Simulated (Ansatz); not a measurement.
FeS$_{2}$ (pyrite type, space group Pa-3)

```
CELL_PARAMETERS angstrom
      5.40354     0.00000     0.00000
      0.00000     5.40354     0.00000
      0.00000     0.00000     5.40354
ATOMIC_POSITIONS crystal
  Fe 0.00000 0.00000 0.00000
  Fe 0.50000 0.50000 0.00000
  Fe 0.00000 0.50000 0.50000
  Fe 0.50000 0.00000 0.50000
  S  0.38261 0.38261 0.38261
  S  0.88261 0.11739 0.61739
  S  0.61739 0.88261 0.11739
  S  0.11739 0.61739 0.88261
  S  0.61739 0.61739 0.61739
  S  0.11739 0.88261 0.38261
  S  0.38261 0.11739 0.88261
  S  0.88261 0.38261 0.11739
```

The slice is a {100} plane (indices of the conventional cell) through the point (0.000, 0.000, 0.000) (fractional), spanned by u = [100] and v = [010] in vectors of this cell: u (5.40 Å) and v (5.40 Å, at 90° to u). It covers one period; positions are fractions (u, v).

Level of theory: PBE (plane waves to 420 eV, PAW, scalar-relativistic; Ansatz, a program for electronic structure). k mesh 5×5×5. These are valence fields of a PAW run, semicore shells included where kept as valence: close to a nucleus they are smooth pseudo fields. FeS2 is run without spin polarisation. FeS2 was relaxed with its symmetry unable to fall. The PAW data are Ansatz's earlier set.

Q: Predict the map of the electron localisation function (ELF) on the slice.

A: 
```
|xx531245666789889994114x|
|643211222346888789961135|
|211111000136887789972123|
|111222000026898889963111|
|346664200026899998752112|
|789987521124789987521124|
|899998752112346664200026|
|898889963111111222000026|
|887789972123211111000136|
|888789961135643211222346|
|89889994114xxx5312456667|
|98888873126xxx6213788888|
|87666542135xxx4114999889|
|864322211234653116998788|
|863100011111232127998778|
|862000022211111136998889|
|862000246664321125789999|
|742112578998742112578998|
|321125789999862000246664|
|111136998889862000022211|
|232127998778863100011111|
|653116998788864322211234|
|xx411499988987666542135x|
|xx621378888898888873126x|
```
Scale: ten equal steps from 0.06 (start of '0') to 0.87 (end of '9'), in the order '0123456789'. Values: electron localisation function (ELF). The map has 24 points along u (one character each, u = 0 at the left) and 24 along v (v = 0 in the bottom row). Points within 0.4 Å of a nucleus are blanked (x), as the pseudised field means little there.
